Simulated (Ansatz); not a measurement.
# ScPt3: computed property card

ScPt3:
```cif
data_Pt3Sc
_chemical_formula_sum 'Pt3 Sc1'
_space_group_name_H-M_alt 'P 1'
_space_group_IT_number 1
_cell_length_a 4.97071
_cell_length_b 4.97071
_cell_length_c 4.97071
_cell_angle_alpha 132.578
_cell_angle_beta 132.578
_cell_angle_gamma 69.318
loop_
_space_group_symop_operation_xyz
  'x, y, z'
loop_
_atom_site_label
_atom_site_type_symbol
_atom_site_fract_x
_atom_site_fract_y
_atom_site_fract_z
_atom_site_occupancy
Pt1 Pt 0.50000 0.50000 0.00000 1
Pt2 Pt 0.75000 0.25000 0.50000 1
Pt3 Pt 0.25000 0.75000 0.50000 1
Sc1 Sc 0.00000 0.00000 0.00000 1
```

Space group I4/mmm (No. 139); conventional cell a = b = 3.998 Å, c = 8.177 Å, α = β = γ = 90.00°.

Method: PBE in the plane-wave PAW code Ansatz. The cell and atoms are relaxed at this level. Other levels are named where they apply.

**Cell and energy**

```json
{
  "volume_per_atom": "16.34 Å³",
  "density": "16.02 g/cm³",
  "Formation energy from the elements (no fitted shifts)": "-901 meV/atom"
}
```

**Electronic structure**

```json
{
  "electronic_character": "metallic (no gap)",
  "Density of states at the Fermi level": "1.3 states/eV per atom (mean over ±0.08 eV)"
}
```

A made-up cell: these elements were put on the sites of a structure type; neither database checked (COD, Materials Project) lists it. COD files the formula under space group No. 221, so this cell is another polymorph or a model. Its standing as an ambient phase is unchecked. Symmetry was held in the PBE relaxation; its stability against distortions is not shown here. No spin polarisation was allowed. Axis ratios of metals converge slowly with the k-mesh, so a and c are less sure than the volume. The references are the lowest solids computed at this level, not always the standard phases. Scalar-relativistic: spin–orbit coupling is off unless named, which matters more the heavier the elements.

Potentials: the earlier of the program's two PAW sets.
